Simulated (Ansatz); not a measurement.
Clean, relaxed (001) surface of Al, space group P6_3/mmc (No. 194) (top face towards +c; atoms held fixed, by place in the list: 1, 2, 3, 4):

```xyz
9
Lattice="2.8363 0.0000 0.0000 -1.4181 2.4563 0.0000 0.0000 0.0000 35.6443" Properties=species:S:1:pos:R:3 pbc="T T T"
Al    0.0000    1.6375    8.5000
Al    0.0000    0.0000   10.8305
Al    1.4181    0.8188   13.1611
Al    0.0000    0.0000   15.4916
Al    0.0000    1.6375   17.8026
Al    0.0000    0.0000   20.1126
Al    1.4181    0.8188   22.4594
Al    0.0000    0.0000   24.7845
Al    0.0000    1.6375   27.1386
```

Theory: DFT PBEsol, scalar-relativistic, plane waves, PAW in Ansatz 0.2.0. Plane waves to 420 eV, a k mesh through Γ of 12×12×1 on the computed 9-atom cell and Gaussian smearing (0.10 eV); no spin polarisation. The cell repeats along c with a dipole correction in the vacuum.

The adsorption energy is E(slab + adsorbate) − E(slab) − E(free adsorbate, spin-polarised where open-shell). With the adsorbate the cell is lengthened along c to keep the vacuum.

Q: N (atom) is put at the hollow (Al-Al-Al) at (0.00, 0.00) site, one adsorbate per 7.0 Å². What structure does it relax to?

A: E_ads = -6.34 eV. Contacts: N–Al 1.67 Å.

```yaml
crystal:
  lattice:
    - [2.83628, 0.00000, 0.00000]
    - [-1.41814, 2.45629, 0.00000]
    - [0.00000, 0.00000, 37.64430]
  atoms:
    - { symbol: Al, position: [0.33333, 0.66667, 0.22580] }
    - { symbol: Al, position: [0.00000, 0.00000, 0.28771] }
    - { symbol: Al, position: [0.66667, 0.33333, 0.34962] }
    - { symbol: Al, position: [0.00000, 0.00000, 0.41153] }
    - { symbol: Al, position: [0.33333, 0.66667, 0.47323] }
    - { symbol: Al, position: [0.00000, 0.00000, 0.53517] }
    - { symbol: Al, position: [0.66667, 0.33333, 0.59749] }
    - { symbol: Al, position: [0.00000, 0.00000, 0.66128] }
    - { symbol: Al, position: [0.33333, 0.66667, 0.72860] }
    - { symbol: N, position: [0.00000, 0.00000, 0.73772] }
```

Each end is the local minimum or symmetric point that its start leads to. This isn't the usual crystal structure of Al. Where slab atoms move by over 1 Å the face has restacked or been rebuilt, which that row's energy includes.

Spin polarisation was left out, and a magnetic state may lie lower.